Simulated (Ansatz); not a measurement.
RbCdF$_{3}$:
```xyz
5
Lattice="4.4109 0.0000 0.0000 0.0000 4.4109 0.0000 0.0000 0.0000 4.4109" Properties=species:S:1:pos:R:3 pbc="T T T"
Rb     0.0000     0.0000     0.0000
Cd     2.2055     2.2055     2.2055
F      0.0000     2.2055     2.2055
F      2.2055     0.0000     2.2055
F      2.2055     2.2055     0.0000
```

Relaxed with PBEsol.

Question: Map the electron localisation function on the plane through (0.000, 0.000, 0.000) spanned by u = [1, 0, 0] and v = [0, 1, 1] in lattice vectors, from DFT-PBEsol in the program Ansatz with PAW potentials.

Answer: x is the fraction of u, y of v (the angle between them is 90°; rows are the nearest grid lines); atoms in the plane: Rb at (0.00, 0.00), Cd at (0.50, 0.50), F at (0.00, 0.50).
```
y \ x   0.000  0.0909  0.182  0.273  0.364  0.455  0.545  0.636  0.727  0.818  0.909   1.00
------  -----  ------  -----  -----  -----  -----  -----  -----  -----  -----  -----  -----
1.00    0.009   0.532  0.880  0.696  0.075  0.004  0.004  0.075  0.696  0.880  0.532  0.009
0.935   0.542   0.800  0.873  0.577  0.033  0.005  0.005  0.033  0.577  0.873  0.800  0.542
0.839   0.839   0.794  0.503  0.043  0.010  0.015  0.015  0.010  0.043  0.503  0.794  0.839
0.774   0.138   0.095  0.028  0.011  0.020  0.027  0.027  0.020  0.011  0.028  0.095  0.138
0.677   0.338   0.238  0.064  0.047  0.096  0.138  0.138  0.096  0.047  0.064  0.238  0.338
0.613   0.802   0.726  0.256  0.086  0.285  0.430  0.430  0.285  0.086  0.256  0.726  0.802
0.548   0.692   0.795  0.465  0.130  0.470  0.712  0.712  0.470  0.130  0.465  0.795  0.692
0.452   0.692   0.795  0.465  0.130  0.470  0.712  0.712  0.470  0.130  0.465  0.795  0.692
0.387   0.802   0.726  0.256  0.086  0.285  0.430  0.430  0.285  0.086  0.256  0.726  0.802
0.323   0.338   0.238  0.064  0.047  0.096  0.138  0.138  0.096  0.047  0.064  0.238  0.338
0.226   0.138   0.095  0.028  0.011  0.020  0.027  0.027  0.020  0.011  0.028  0.095  0.138
0.161   0.839   0.794  0.503  0.043  0.010  0.015  0.015  0.010  0.043  0.503  0.794  0.839
0.0645  0.542   0.800  0.873  0.577  0.033  0.005  0.005  0.033  0.577  0.873  0.800  0.542
0.000   0.009   0.532  0.880  0.696  0.075  0.004  0.004  0.075  0.696  0.880  0.532  0.009
```

The density is the valence pseudo-density with augmentation charge, so density and ELF within about 1 Å of a nucleus are not all-electron values.

Space group Pm-3m (cubic perovskite). The first step of the workflow began from a Materials Project structure, measured or hypothetical; the Crystallography Open Database copy checked does not list it. Its standing as an ambient phase is unchecked. The PBEsol relaxation kept the symmetry of its start; whether a distortion lowers the energy is not shown.

Potentials: the later of the program's two PAW sets.
